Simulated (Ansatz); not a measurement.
**Calculated with Ansatz: AgB2Ru2, relaxation**

The command:

```bash
ansatz run input.yaml --threads 2 --pin off --max-ram 2560MiB --backend cpu --events-out ev --progress --plain --runs-dir out
```

Input:

```yaml
crystal:
  lattice:
    - [0.0, 3.770217, 0.0]
    - [3.770217, 0.0, 0.0]
    - [1.885109, 1.885109, -4.294543]
  atoms:
    - { symbol: Ag, position: [0.0, 0.0, 0.0] }
    - { symbol: Ru, position: [0.75, 0.25, 0.5] }
    - { symbol: Ru, position: [0.25, 0.75, 0.5] }
    - { symbol: B, position: [0.278, 0.278, 0.444] }
    - { symbol: B, position: [0.722, 0.722, 0.556] }
  symmetry: { tolerance: 0.0003 }
kpoints:
  mp_grid: { grid: [7, 7, 7], shift: [0, 0, 0] }
magnetization:
  spin_polarized: false
scf:
  occupations: { method: gaussian, width: 0.2724 }
  lower_state_search: "off"
hamiltonian:
  pseudopotentials: { kind: paw }
  xc: pbe
basis:
  ecutwfc: 420
  fft_grid_basis: typed
relax:
  max_steps: 80
  cell: { p_target: 0.0 }
output:
  forces: true
  stress: true
  eigenvalues: true
  bader: true
  populations: true
  elf: true
  write_potential: true
  volumetric_format: npy
  dos:
    e_range: [-12, 8]
    de: 0.05
    projected: { site_lists: { Ag: [Ag], B: [B], Ru: [Ru] } }
checkpoint:
  read: saved_state
```

Origin of the cell: a known structure type with other elements, at an estimated volume, so it need not be a known compound.

The saved state is a converged single point of the same cell.

Output (shortened):

```
Pseudopotentials: kind: paw
Pseudopotential: Ag, paw, valence charge 19, recommended cutoff 420 eV (normal), Ag.paw.azcp
Pseudopotential: Ru, paw, valence charge 16, recommended cutoff 420 eV (normal), Ru.paw.azcp
Pseudopotential: B, paw, valence charge 3, recommended cutoff 420 eV (normal), B.paw.azcp
Functional definition: PBE
  exchange = pbe_x(kappa = kappa, mu = beta*pi^2/3)
  correlation = pbe_c(beta = beta)
Crystal: 5 atoms, lattice volume = 61.045 Å³
Basis set: ecut = 420 eV, 1195 PW (Γ), exchange–correlation on 54×54×72 points (8 copies of the dense FFT grid, shifted against one another)
Bands: 35, of which v1, the nominal top of the filled ones, is band 29 counted from 1 (28 counted from 0)
Symmetry: 16 space group operations
[… 9 lines left out …]
Initial density: read from a saved state, or passed on in memory by an earlier SCF of this step, an earlier step, the calling program or the single point that the run made first
Functional: x = pbe(κ = 0.804, μ = 0.219515), c = pbe(β = 0.066725)
SCF iter   1: F=—  HF=-19655.732354 eV  Δρ=1.19e-3  dr2=9.46e-5
SCF iter   2: F=—  HF=-19655.733190 eV  Δρ=1.66e-4  dr2=1.78e-5
SCF iter   3: F=—  HF=-19655.733187 eV  Δρ=8.80e-5  dr2=4.85e-6
SCF iter   4: F=—  HF=-19655.733186 eV  Δρ=1.97e-5  dr2=2.75e-7
SCF iter   5: F=-19655.733186 eV  HF=-19655.733186 eV  Δρ=7.05e-6  dr2=2.79e-8
relax step   1: F+E_penalty+E_count = -19655.733186 eV  Δ(F+E_penalty+E_count) = +0.000e0 eV  max|allowed force component| = 3.043e0 eV/Å  Δτ_max = 0.0000 Å  P = +58.931 GPa  Ω = 61.045 Å³  ( […]
relax step   2: F+E_penalty+E_count = -19657.991372 eV  Δ(F+E_penalty+E_count) = -2.258e0 eV  max|allowed force component| = 1.746e0 eV/Å  Δτ_max = 0.0609 Å  P = +17.386 GPa  Ω = 68.034 Å³  e […]
relax step   3: F+E_penalty+E_count = -19658.624065 eV  Δ(F+E_penalty+E_count) = -6.327e-1 eV  max|allowed force component| = 7.130e-1 eV/Å  Δτ_max = 0.1888 Å  P = +2.797 GPa  Ω = 68.102 Å³ […]
relax step   4: F+E_penalty+E_count = -19658.751098 eV  Δ(F+E_penalty+E_count) = -1.270e-1 eV  max|allowed force component| = 3.157e-1 eV/Å  Δτ_max = 0.1671 Å  P = -4.749 GPa  Ω = 69.228 Å³ […]
relax step   5: F+E_penalty+E_count = -19658.810524 eV  Δ(F+E_penalty+E_count) = -5.943e-2 eV  max|allowed force component| = 2.872e-2 eV/Å  Δτ_max = 0.0131 Å  P = +1.328 GPa  Ω = 68.100 Å³ […]
relax step   6: F+E_penalty+E_count = -19658.812291 eV  Δ(F+E_penalty+E_count) = -1.767e-3 eV  max|allowed force component| = 1.984e-2 eV/Å  Δτ_max = 0.0028 Å  P = +0.246 GPa  Ω = 68.513 Å³ […]
relax step   7: F+E_penalty+E_count = -19658.812375 eV  Δ(F+E_penalty+E_count) = -8.371e-5 eV  max|allowed force component| = 1.017e-2 eV/Å  Δτ_max = 0.0077 Å  P = +0.029 GPa  Ω = 68.750 Å³ […]
relax step   8: F+E_penalty+E_count = -19658.812393 eV  Δ(F+E_penalty+E_count) = -1.788e-5 eV  max|allowed force component| = 1.097e-3 eV/Å  Δτ_max = 0.0018 Å  P = -0.011 GPa  Ω = 68.750 Å³ […]
relax step   9: F+E_penalty+E_count = -19658.820337 eV  Δ(F+E_penalty+E_count) = -7.944e-3 eV  max|allowed force component| = 2.848e-3 eV/Å  Δτ_max = 0.0000 Å  P = +0.062 GPa  Ω = 68.750 Å³  stress off target by 7.36e-2 GPa […]
relax step  10: F+E_penalty+E_count = -19658.820316 eV  Δ(F+E_penalty+E_count) = +2.074e-5 eV  max|allowed force component| = 1.231e-4 eV/Å  Δτ_max = 0.0012 Å  P = +0.002 GPa  Ω = 68.794 Å³ […]
relax step  11: F+E_penalty+E_count = -19658.820350 eV  Δ(F+E_penalty+E_count) = -3.424e-5 eV  max|allowed force component| = 1.325e-4 eV/Å  Δτ_max = 0.0000 Å  P = +0.002 GPa  Ω = 68.794 Å³  stress off target by 2.05e-3 GPa […]
SCF 11 converged in 8 iterations: F = -19658.820350 eV  dr2 = 2.88e-14
basis re-selected at this cell: Δ(F+E_penalty+E_count) = -3.424e-5 eV, ΔP = -0.000 GPa vs the last step (what re-selecting the basis moved, of the pressure what is left beyond the Pulay corre […]
SCF converged after 8 iterations
Free energy (F): -19658.820350 eV
Harris-Foulkes:  -19658.820350 eV  (|F-HF|=3.64e-12)
Internal energy: -19658.693248 eV  (E = F + TS)
E sigma→0 (E₀):  -19658.756799 eV
Entropy (-TS):   -0.127102 eV (-25.420 meV/atom)
Fermi energy:    14.544173 eV
--- Per-component energies (eV) ---
  E_band       = -597.165321
  E_kinetic    = 1646.695176
  E_local      = -6382.471686  (includes V_loc(G=0)·N_el)
  E_nonlocal   = 793.375055
  E_hartree    = 2496.233665
  E_xc         = -627.473681
  E_vxc        = -785.895602  (∫ρ·V_xc dr)
  E_paw        = -10981.574592  (= ΣΔE_a)
  E_vpaw       = -861.335587  (= ΣTr[D̂ρ^β])
  E_aug_tail   = -0.000001  (compensation charges beyond the density's cutoff)
  E_ewald      = -6603.477184
  E_smearing   = -0.127102  (= −TS)
  Σ components = -19658.820350   (vs F -19658.820350, Δ=0.00e0)
--- Forces (eV/Å), atoms counted from 1 ---
  atom   1  Ag     0.000000     0.000000     0.000000
  atom   2  Ru     0.000000     0.000000    -0.000000
  atom   3  Ru    -0.000000    -0.000000     0.000000
  atom   4  B      0.000000     0.000000    -0.000133
  atom   5  B     -0.000000    -0.000000     0.000133
  max |Σ_I F_I| component: 1.04e-17 eV/Å
--- Stress (GPa, compression-positive) ---
        0.002049      -0.000000       0.000000
       -0.000000       0.002049       0.000000
        0.000000       0.000000       0.001705
  P = ⅓ Tr σ = 0.0019 GPa (0.019 kbar)
--- Relaxed structure (9 steps of the walk, 9 accepted, 2 SCFs on fresh bases) ---
  F+E_penalty+E_count = -19658.820350 eV   max|allowed force component| = 1.325e-4 eV/Å   (the final SCF, on the basis selected at the relaxed cell)
  cell:  # Å, volume = 68.7941 Å³
    - [-6.667e-15, 3.933336, 2.289e-7]
    - [3.933336, -6.667e-15, 2.289e-7]
    - [1.966668, 1.966668, -4.446611]
  atoms:
    - { symbol: Ag, position: [0.0, 0.0, 0.0] }
    - { symbol: Ru, position: [0.75, 0.25, 0.5] }
    - { symbol: Ru, position: [0.25, 0.75, 0.5] }
    - { symbol: B, position: [0.326892, 0.326892, 0.346216] }
    - { symbol: B, position: [0.673108, 0.673108, 0.653784] }
--- Löwdin populations: 5 sites ---
  site symbol       q [e]
     0     Ag     18.3387
     1     Ru     15.7156
     2     Ru     15.7156
     3      B      3.5179
     4      B      3.5179
  spilling = 0.003408 (of n_electrons = 57.000000)
--- Bader charges: 5 sites ---
  site symbol  charge [e]  shift [e]
     0     Ag      0.2175     0.0000
     1     Ru     -0.0263     0.0062
     2     Ru     -0.0263     0.0062
     3      B     -0.0824     0.0062
     4      B     -0.0825     0.0062
  estimated error of the sums over rays = 7.3e-4 e
```

Before:

Space group I4/mmm (No. 139); the run's cell has a = 3.770 Å, b = 3.770 Å, c = 5.055 Å, α = 68.10°, β = 68.10°, γ = 90.00°. Shortest distances: B–Ru 1.90 Å, Ag–B 2.39 Å, Ru–Ru 2.67 Å, B–B 2.71 Å, Ag–Ru 2.86 Å.

After:

Space group I4/mmm (No. 139); the run's cell has a = 3.933 Å, b = 3.933 Å, c = 5.245 Å, α = 67.98°, β = 67.98°, γ = 90.00°. Shortest distances: B–Ru 2.08 Å, Ru–Ru 2.78 Å, Ag–B 2.91 Å, Ag–Ru 2.97 Å, B–B 3.08 Å.

| Property | Result |
| --- | --- |
| Free energy lowered by | 617.4 meV/atom |
| Volume change | 12.69 % |
| Final pressure | 0.00 GPa |
| Relaxation steps listed | 11 |

Caveats: no moments, though an odd count or open d shells may carry them; the relaxation held the start's symmetry, so the end may be a saddle point; wide smearing.

It ran for 75 s of wall time on 2 CPU thread(s) of a shared host, from a saved density.
